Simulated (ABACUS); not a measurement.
A self-consistent single point of Si2W (P-1, 3 atoms in the cell; from Materials Project mp-1620, changed as shown).

```yaml
crystal:
  lattice:
    - [-1.60736, 1.60736, 3.90103]
    - [1.57522, -1.57522, 3.82301]
    - [1.60736, 1.60736, -3.90103]
  atoms:
    - { symbol: Si, position: [0.33499, 0.33499, 0.00000] }
    - { symbol: Si, position: [0.66501, 0.66501, 0.00000] }
    - { symbol: W, position: [0.00000, 0.00000, 0.00000] }
```

All values come from this method and carry its errors: LDA (PW92), numerical atomic orbitals DZP (confined pseudo-atomic orbitals with Gaussian additions; energy shift 0.01 Ry), PseudoDojo 0.4 standard norm-conserving LDA (tails mended) pseudopotentials run with ABACUS.

ABACUS settings:

```
setting                                                               value
---------------  ----------------------------------------------------------
basis                   DZP numerical atomic orbitals, energy shift 0.01 Ry
KPT                                                    Gamma 12 12 12 0 0 0
basis_type                                                             lcao
dft_functional                                                        PWLDA
ecutwfc                                                              100 Ry
smearing_method                                                          fd
smearing_sigma                                                0.00734986 Ry
potentials       PseudoDojo 0.4 standard norm-conserving LDA (tails mended)
symmetry                                                                  1
ks_solver                                                     scalapack_gvx
scf_nmax                                                                100
scf_thr                                                             1.0e-06
mixing_type                                                         broyden
```

Results:

| Property | Result |
|---|---|
| Number of valence electrons | 22 |
| Number of bands | 21 |
| Number of k-points after the program's reduction | 868 |
| Size of the basis | 52 |
| Number of SCF iterations | 8 |
| Free energy E − TS | -2298.8381 eV |
| Fermi level (on the code's own zero) | 16.90 eV |
| Pressure | 0.93 GPa |
| Largest force (vector length) | 0.104 eV/Å |

Forces (eV/Å):
```
atom      Fx      Fy      Fz
----  ------  ------  ------
Si1   -0.041   0.014  -0.094
Si2    0.041  -0.014   0.094
W3     0.000   0.000   0.000
```

Stress (GPa, positive for compression):
```
 1.03  -2.23   6.13
-2.23  -2.22  -0.97
 6.13  -0.97   3.98
```

For comparison: a first run was changed to give this one (lattice vector b scaled by 0.98), and from it to this one the free energy rises by 7.1 meV/atom and the pressure goes from -3.91 to 0.93 GPa.

The atom-centred basis is finite, which shifts total energies, pressures and forces against plane waves. The structure comes from a collection of computed structures, made at another level of theory; the collection holds predicted forms beside known ones. No clean gap shows at this smearing width and mesh (spacing up to 0.23 Å⁻¹); the mesh is coarse for partly filled bands, so the values carry mesh errors.

Cost on one core: about 60 core-seconds (a rough figure).

The atomic orbitals were generated for these runs; they are not ABACUS's published sets and were checked against plane waves on a few crystals only.

“Tails mended”: in these copies of the files the far tail of each local potential was reset to the Coulomb form.
